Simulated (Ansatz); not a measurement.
Data sheet: GePt3 (DFT)

GePt$_{3}$:
```yaml
crystal:
  lattice:
    - [5.01455, 0.00000, 0.00000]
    - [0.00000, 5.01455, 0.00000]
    - [0.00000, 0.00000, 5.01455]
  atoms:
    - { symbol: Pt, position: [0.25000, 0.00000, 0.50000] }
    - { symbol: Pt, position: [0.75000, 0.00000, 0.50000] }
    - { symbol: Pt, position: [0.00000, 0.50000, 0.25000] }
    - { symbol: Pt, position: [0.00000, 0.50000, 0.75000] }
    - { symbol: Pt, position: [0.50000, 0.25000, 0.00000] }
    - { symbol: Pt, position: [0.50000, 0.75000, 0.00000] }
    - { symbol: Ge, position: [0.00000, 0.00000, 0.00000] }
    - { symbol: Ge, position: [0.50000, 0.50000, 0.50000] }
```

Space group Pm-3n (No. 223), A15 (Cr3Si type); conventional cell a = 5.0146 Å, b = 5.0146 Å, c = 5.0146 Å, α = 90.00°, β = 90.00°, γ = 90.00°.

Method: plane-wave PAW HSE06 (Ansatz code). Structure relaxed to zero pressure with the same functional. Other levels are named where they apply.

Cell and energy:

- Volume per atom = 15.76 Å³
- Density = 17.33 g/cm³

Electronic structure:

- Electronic character: metallic (no gap)

Mechanics:

- Bulk modulus (Birch–Murnaghan fit) = 201 GPa
- Pressure derivative B′ = 5.6

Charges:

Bader charges: Pt -0.27, Ge +0.82 e

The cell is a constructed one: a structure type filled with these elements; neither database checked (COD, Materials Project) lists it. Whether it is the stable phase at ambient conditions was not checked. Symmetry was held in the HSE06 relaxation; its stability against distortions is not shown here. The run is not spin-polarised. The hybrid run found no gap, on a coarse k-mesh. Spin–orbit coupling is left out wherever it is not named.

Potentials: the later of the program's two PAW sets.
